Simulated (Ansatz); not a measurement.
SrTiO3 (cubic perovskite)

```yaml
crystal:
  lattice:
    - [3.90753, 0.00000, 0.00000]
    - [0.00000, 3.90753, 0.00000]
    - [0.00000, 0.00000, 3.90753]
  atoms:
    - { symbol: Sr, position: [0.00000, 0.00000, 0.00000] }
    - { symbol: Ti, position: [0.50000, 0.50000, 0.50000] }
    - { symbol: O, position: [0.00000, 0.50000, 0.50000] }
    - { symbol: O, position: [0.50000, 0.50000, 0.00000] }
    - { symbol: O, position: [0.50000, 0.00000, 0.50000] }
```

The slice is a {210} plane (indices of the conventional cell) through the point (0.000, 0.500, 0.500) (fractional), spanned by u = [100] and v = [021] in vectors of this cell: u (3.91 Å) and v (8.74 Å, at 90° to u). It covers one period; positions are fractions (u, v).

Calculation: r2SCAN (plane waves to 500 eV, PAW, scalar-relativistic; Ansatz, a program for electronic structure). k mesh 9×9×9. Near the nuclei the fields are pseudised (PAW); where an atom keeps semicore shells as valence, they peak there. SrTiO3 is run without spin polarisation. SrTiO3 was relaxed with its symmetry unable to fall. The PAW data are Ansatz's earlier set.

Three fields on this plane, each scaled to ten steps between its own extremes (0 low, 9 high; the total valence density on a logarithmic scale, the potential cut 8 eV below its top; x marks points blanked near nuclei; v = 0 in the bottom row):

Map A
```
|xxx00xxxxx00xx|
|xxx30xxxxx03xx|
|78861000001688|
|88875300035788|
|66777765677776|
|23468877788643|
|00147888887410|
|00026899986200|
|00005899985000|
|00004799974000|
|00015799975100|
|00046899986400|
|12468876788642|
|55788xxxxx8875|
|77898xxxxx8987|
|88998xxxxx8998|
|77898xxxxx8987|
|55788xxxxx8875|
|12468876788642|
|00046899986400|
|00015799975100|
|00004799974000|
|00005899985000|
|00026899986200|
|00147888887410|
|23468877788643|
|66777765677776|
|88875300035788|
|78861000001688|
|xxx30xxxxx03xx|
|xxx00xxxxx00xx|
|xxx00xxxxx00xx|
```

Map B
```
|xxx99xxxxx99xx|
|xxx77xxxxx77xx|
|88654689864568|
|55434567654345|
|33234577754323|
|43334678764333|
|66434678764346|
|88644566654468|
|99753445443579|
|99753233323579|
|98643233323468|
|76533455543356|
|44334689864334|
|11246xxxxx6421|
|00248xxxxx8420|
|00258xxxxx8520|
|00248xxxxx8420|
|11246xxxxx6421|
|44334689864334|
|76533455543356|
|98643233323468|
|99753233323579|
|99753445443579|
|88644566654468|
|66434678764346|
|43334678764333|
|33234577754323|
|55434567654345|
|88654689864568|
|xxx77xxxxx77xx|
|xxx99xxxxx99xx|
|xxx99xxxxx99xx|
```

Map C
```
|xxx52xxxxx25xx|
|xxx40xxxxx04xx|
|98720023200278|
|54200111110024|
|00001466641000|
|00002688862000|
|54101688861014|
|98400477740048|
|99710144410179|
|99720001000279|
|98510000000158|
|65200244420025|
|11003789873001|
|00017xxxxx7100|
|00048xxxxx8400|
|00159xxxxx9510|
|00048xxxxx8400|
|00017xxxxx7100|
|11003789873001|
|65200244420025|
|98510000000158|
|99720001000279|
|99710144410179|
|98400477740048|
|54101688861014|
|00002688862000|
|00001466641000|
|54200111110024|
|98720023200278|
|xxx40xxxxx04xx|
|xxx52xxxxx25xx|
|xxx53xxxxx35xx|
```

Q: Assign the maps to these fields: electron localisation function (ELF); valence electron density; electrostatic potential energy of an electron, from the cell's mean.

A: A is the electrostatic potential energy of an electron, from the cell's mean; B is the valence electron density; C is the electron localisation function (ELF).
